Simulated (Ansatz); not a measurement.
ScPdN2:
Space group R-3m, hexagonal axes (No. 166); a = 3.2290 Å, b = 3.2290 Å, c = 17.6965 Å, α = 90.00°, β = 90.00°, γ = 120.00°

```json
[
 {"atom": "Sc", "site": "3b", "symmetry": "-3m", "x": "0.0000", "y": "0.0000", "z": "0.5000"},
 {"atom": "Pd", "site": "3a", "symmetry": "-3m", "x": "0.0000", "y": "0.0000", "z": "0.0000"},
 {"atom": "N", "site": "6c", "symmetry": "3m", "x": "0.0000", "y": "0.0000", "z": "0.1061"}
]
```
(The calculation used a cell of 4 atoms; values per cell refer to that cell.)

Relaxed at zero pressure with plane-wave PAW PBEsol (Ansatz code).

Q: The volume is raised by 9 % and shape and atoms relax at that volume. What pressure results, and how do the axes share the change?

A: -9.1 GPa; a 4.6 %, b 4.6 %, c -0.3 %; the energy rises by 36 meV/atom.

Q: Give the new structure.

A: 
Space group R-3m, hexagonal axes (No. 166); a = b = 3.3767 Å, c = 17.6390 Å, α = β = 90.00°, γ = 120.00°

```
atom  site  symmetry       x       y       z
----  ----  --------  ------  ------  ------
Sc      3b       -3m  0.0000  0.0000  0.5000
Pd      3a       -3m  0.0000  0.0000  0.0000
N       6c        3m  0.0000  0.0000  0.1076
```

The phase is kept; no other phase was compared at this pressure.

The start of the workflow was typed in or built on a structure type; neither database checked (COD, Materials Project) lists it. Its standing as an ambient phase is unchecked. The PBEsol relaxation kept the symmetry of its start; its stability against distortions is not shown here. No spin polarisation was allowed.

Potentials: the later of the program's two PAW sets.
